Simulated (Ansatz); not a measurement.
## Data sheet: LaBi (DFT)

LaBi (rock salt, space group No. 225), a = 6.557 Å, b = 6.557 Å, c = 6.557 Å, α = 90.00°, β = 90.00°, γ = 90.00°; the cell used has 2 atoms.

Space group Fm-3m (No. 225), rock salt; conventional cell a = 6.5570 Å, b = 6.5570 Å, c = 6.5570 Å, α = 90.00°, β = 90.00°, γ = 90.00°.

Method: DFT-PBEsol in the program Ansatz with PAW potentials. The cell and atoms are relaxed at this level. Other levels are named where they apply.

Cell and energy:

```json
{
 "volume_per_atom": "35.24 Å³",
 "density": "8.20 g/cm³",
 "Formation energy from the elements (no fitted shifts)": "-1.06 eV/atom"
}
```

Electronic structure:

```json
{
 "electronic_character": "metallic (no gap)",
 "Density of states at the Fermi level": "0.12 states/eV per atom (mean over ±0.08 eV)",
 "Gap with spin–orbit coupling": "none (metallic)"
}
```

Mechanics:

```json
{
 "Bulk modulus (Birch–Murnaghan fit)": "526 kbar",
 "Pressure derivative B′": "4.3",
 "Elastic constants (relaxed ions, GPa)": "C11 = 132, C12 = 12.9, C44 = 15.8",
 "mechanical_stability": "stable (all eigenvalues of C positive)",
 "hill_bulk_and_shear_moduli": "52.6 and 27.8 GPa",
 "Young's modulus": "71.0 GPa",
 "Poisson's ratio": "0.27",
 "debye_temperature_from_the_elastic_constants": "186 K"
}
```

Phonons:

```json
{
  "highest_zone_centre_frequency": "110 cm^-1",
  "zone_centre_stability": "no imaginary mode at Γ"
}
```

The workflow started from a Materials Project entry (that database holds measured and hypothetical structures alike); the Crystallography Open Database files this formula in space group No. 225, but the cells were not matched. Its standing as an ambient phase is unchecked. The cell was relaxed with PBEsol under the symmetry of its start. As this level gives no gap, shear constants depend on the k-mesh and smearing (Fermi–Dirac, 0.1 eV here). As this level gives no gap, phonon frequencies hold no LO–TO term and depend on the k-mesh and smearing (Fermi–Dirac, 0.1 eV here). The references are the lowest solids computed at this level, not always the standard phases. Spin–orbit coupling is left out wherever it is not named.

Potentials: the later of the program's two PAW sets.
